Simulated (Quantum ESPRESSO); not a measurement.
## Ti2NbO5F3 (convergence and cost over cutoff and k mesh)

Computed values, not a measurement. The program is pw.x of Quantum ESPRESSO 7.5 (plane-wave density functional theory). The cell is made up: 11 atoms on a fluorite lattice with one site empty, with randomly drawn elements, strain and displacements, not relaxed. PseudoDojo standard norm-conserving files (v0.5 for PBE, v0.4.1 for LDA and PBEsol) set the functional; there is no spin polarisation, spin-orbit coupling or dispersion term, and the masses in the input are unused placeholders.

Input of the run in row 4:

```
&control calculation='scf', pseudo_dir='./dojo.nc.sr.pbe.v0_5.standard.upf', outdir='./o', disk_io='low', tprnfor=.true., tstress=.true. /
&system ibrav=0, nat=11, ntyp=4, nbnd=50, ecutwfc=84.00895049, nosym=.true., tot_charge=0,
 occupations='smearing', smearing='fd', degauss=0.0018374661
/
&electrons conv_thr=7.350e-09, electron_maxstep=60, /
ATOMIC_SPECIES
F 1.0 F.upf
Nb 1.0 Nb.upf
O 1.0 O.upf
Ti 1.0 Ti.upf
CELL_PARAMETERS angstrom
4.7961 -0.0104 0.0601
-0.0104 4.8446 0.0048
0.0601 0.0048 4.929
ATOMIC_POSITIONS angstrom
Ti 0.0681 -0.0006 -0.0125
Nb 0.0284 2.3261 2.4191
Ti 2.3822 2.4597 0.0585
O 1.1756 1.1885 1.3041
O 1.3022 1.1246 3.7854
F 1.1416 3.6532 1.3566
O 1.2038 3.6157 3.667
F 3.5601 1.1734 1.2789
O 3.6715 1.2274 3.6579
O 3.5912 3.6093 1.2569
F 3.4783 3.638 3.802
K_POINTS automatic
5 5 5 1 1 1
```

The same cell was run at these settings. Meshes are shifted by half a step, and differences are from the last row, which is itself not exact.

```
cutoff (eV)     k mesh  k points solved  threshold (eV)  free energy less the last row's (eV)  pressure (GPa)  largest stress difference (GPa)  largest force difference (eV/Å)  iterations  wall time (s)  k-point pools                  processor
        800  2 x 2 x 2                4           1e-04                                 1.589          -21.29                            19.34                            0.111          19             24              4  Intel Xeon, 2023 or later
       1143  2 x 2 x 2                4           1e-07                                -0.220           -2.66                             0.70                            0.149          23             38              4  Intel Xeon, 2023 or later
        590  5 x 5 x 5               63           1e-07                                20.539         -112.85                           111.11                            0.583          21            113              4  Intel Xeon, 2023 or later
       1143  5 x 5 x 5               63           1e-07                                 0.003           -2.10                             0.04                            0.002          20            334              4  Intel Xeon, 2023 or later
       1467  7 x 7 x 7              172           1e-07                                 0.000           -2.06                             0.00                            0.000          23            793              4  Intel Xeon, 2023 or later
```

Each pool is one process. Wall times include start-up and a band step at six k points, which weighs most on the coarsest meshes. The runs were on shared virtual cores whose load varied, so times are rough.